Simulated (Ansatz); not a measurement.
**How far is PAW off for HgPd?**

```
CELL_PARAMETERS angstrom
3.02995 0.00000 0.00000
0.00000 3.02995 0.00000
0.00000 0.00000 3.69200
ATOMIC_POSITIONS crystal
Hg 0.00000 0.00000 0.00000
Pd 0.50000 0.50000 0.50000
```

Atoms are numbered in the order listed.

Conventional cell: a = 3.030 Å, b = 3.030 Å, c = 3.692 Å, α = 90.00°, β = 90.00°, γ = 90.00°. Hg (atom 1) has 8 Pd at 2.83 Å and 4 Hg at 3.03 Å as nearest neighbours. Pd (atom 2) has 8 Hg at 2.83 Å and 4 Pd at 3.03 Å as nearest neighbours.

The cell is COD entry 1537801, as deposited and not checked against the literature; nothing was relaxed.

Spin polarisation is left out, and whether a magnetic state lies lower isn't shown here.

Spin–orbit coupling is left out, though it moves levels of the heavy atoms by tenths of an eV or more.

Levels of theory: DFT, PBEsol, PAW with Ansatz's default frozen-core files, scalar-relativistic (Ansatz 0.2.0); DFT, PBEsol, all-electron PAW with datasets made for the crystal, scalar-relativistic (Ansatz 0.2.0); DFT, PBEsol, all-electron LAPW, scalar-relativistic (Ansatz 0.2.0).

For PAW: a Γ-centred 11×11×9 k mesh, Fermi–Dirac smearing of 0.05 eV, cutoff 420 eV, no spin polarisation; the PAW files were made with PBE, and the program remakes their frozen cores for this functional. The crystal-made all-electron datasets (AE datasets) take a cutoff of 260 eV at this cell. LAPW targets a basis error of 0.5 meV/atom. The Ansatz runs share mesh, smearing and spin set-up. Plane-wave (PAW) pressures include the program's estimate of the Pulay term.

Stress and pressure are positive in compression.

Spin–orbit coupling is left out, which moves gradients at and beside heavy atoms by some per cent and at worst by a factor of two.

In a metal, gradients converge slowly with the k mesh: the values move by tens of per cent from one mesh to another, at times in sign, so only the comparison on one mesh counts.

Levels count from the Fermi level.

```json
{"quantity": "pressure (GPa)", "PAW": "0.05", "AE datasets": "0.04", "LAPW": "0.03"}
{"quantity": "stress xx (GPa)", "PAW": "-0.19", "AE datasets": "-0.21", "LAPW": "-0.21"}
{"quantity": "stress zz (GPa)", "PAW": "0.53", "AE datasets": "0.52", "LAPW": "0.52"}
{"quantity": "highest filled level at Z (eV)", "PAW": "-1.571", "AE datasets": "-1.571", "LAPW": "-1.571"}
{"quantity": "lowest empty level at Z (eV)", "PAW": "12.726", "AE datasets": "12.722", "LAPW": "12.722"}
{"quantity": "highest filled level at Γ (eV)", "PAW": "-1.385", "AE datasets": "-1.384", "LAPW": "-1.384"}
{"quantity": "lowest empty level at Γ (eV)", "PAW": "2.655", "AE datasets": "2.655", "LAPW": "2.655"}
{"quantity": "highest filled level at M (eV)", "PAW": "-0.133", "AE datasets": "-0.133", "LAPW": "-0.133"}
{"quantity": "lowest empty level at M (eV)", "PAW": "3.201", "AE datasets": "3.200", "LAPW": "3.200"}
{"quantity": "field gradient Vzz at Hg1 (10²¹ V/m²)", "PAW": "-9.32", "AE datasets": "-9.31", "LAPW": "–"}
{"quantity": "field gradient Vzz at Pd2 (10²¹ V/m²)", "PAW": "2.41", "AE datasets": "2.37", "LAPW": "–"}
```
